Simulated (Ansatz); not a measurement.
An Ansatz (an electronic-structure program) input:

Ansatz 0.2 input:
```yaml
crystal:
  lattice:
    - [3.919933468, 0.0, 0.0]
    - [0.0, 3.919933468, 0.0]
    - [0.0, 0.0, 4.0023743051]
  atoms:
    - { symbol: Ta, position: [0.5, 0.5, 0.4091039312] }
    - { symbol: Li, position: [0.0, 0.0, 0.1509439773] }
    - { symbol: O, position: [0.5, 0.5, 0.8662981937] }
    - { symbol: O, position: [0.5, 0.0, 0.3398269489] }
    - { symbol: O, position: [0.0, 0.5, 0.3398269489] }
kpoints:
  mp_grid: { grid: [4, 4, 4] }
hamiltonian:
  xc: hse06
  pseudopotentials: { kind: paw }
scf:
  n_extra_bands: 6
  occupations: { method: fixed }
output:
  eigenvalues: true
  eigenstates:
    e_range: [-9.0, 11.3]
    kpoints:
      - [0.0, 0.5, 0.5]  # VBM
      - [0.0, 0.0, 0.0]  # CBM
      - [0.0, 0.0, 0.0]  # GAMMA
      - [0.0, 0.0, 0.5]  # Z
      - [0.5, 0.5, 0.0]  # M
      - [0.5, 0.5, 0.5]  # A
      - [0.0, 0.5, 0.5]  # R
      - [0.0, 0.5, 0.0]  # X
```

How many symmetry operations and irreducible k-points will the run report?

8 operations, 18 of 64 k-points.

With a cutoff of 420 eV, how many plane waves at Γ?

1221.

It took very roughly 90 core-seconds on shared server cores.

The points marked VBM and CBM come from a semilocal run.

Space group P4mm. The start of the workflow was typed in or built on a structure type; neither database checked (COD, Materials Project) lists it. It is not the phase usual at ambient conditions (space group No. 161). The cell was relaxed with PBEsol under the symmetry of its start. At this level the phase is dynamically unstable (imaginary phonons). No spin polarisation was allowed. Spin–orbit coupling is left out wherever it is not named.

Potentials: the later of the program's two PAW sets.

Ansatz is a plane-wave DFT program.
